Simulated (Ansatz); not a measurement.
## Mg$_{3}$Au: reading a single point

```xyz
8
Lattice="4.6095 0.0000 0.0000 -2.3047 3.9919 0.0000 0.0000 0.0000 8.4043" Properties=species:S:1:pos:R:3 pbc="T T T"
Mg   -0.0002    2.6614    4.8997
Mg    2.3045    1.3305    0.6976
Mg   -0.0002    2.6614    7.7068
Mg    2.3047    1.3309    3.5046
Au    0.0000    0.0000    2.1011
Au    0.0000    0.0000    6.3033
Mg   -0.0002    2.6614    2.1011
Mg    2.3045    1.3305    6.3033
```

The numbers come from plane-wave PAW DFT (Ansatz): r2SCAN, no spin polarisation, 500 eV, 9×9×4 Γ-centred k points, fermi-dirac occupations (width 0.1088 eV). Nothing was relaxed.

Question: Give the Bader charges.

Answer: Bader charges in e: Mg +0.87 to +1.34, Au -3.07. In the mean Mg gives up most and Au takes most.

Question: Metal or insulator?

Answer: It is a metal, with about 2.8 states/eV a cell as the mean within 0.25 eV of the Fermi level.

Question: Is it stable against the elements?

Answer: -0.11 eV an atom against the elements' usual phases (free molecules for gases, crystals otherwise, with no correction for O₂ or N₂), so it is bound against them; other compounds may still compete. Relaxing would lower it.

Question: Is the cell too large or too small?

Answer: The pressure is 5.2 GPa (compression positive), so with the atoms held at these fractions the cell would first expand. The principal stresses 1.9, 1.9, 11.9 GPa differ, so its shape would change too.

Question: Where is the largest force?

Answer: The largest is on Mg1 (and as large on other atoms): 0.31 eV/Å, components (0.00, 0.00, 0.31). It makes 180° with the line to a nearest neighbour, Mg7 at 2.80 Å, pointing away from it.

Origin: a database entry at a rescaled volume.
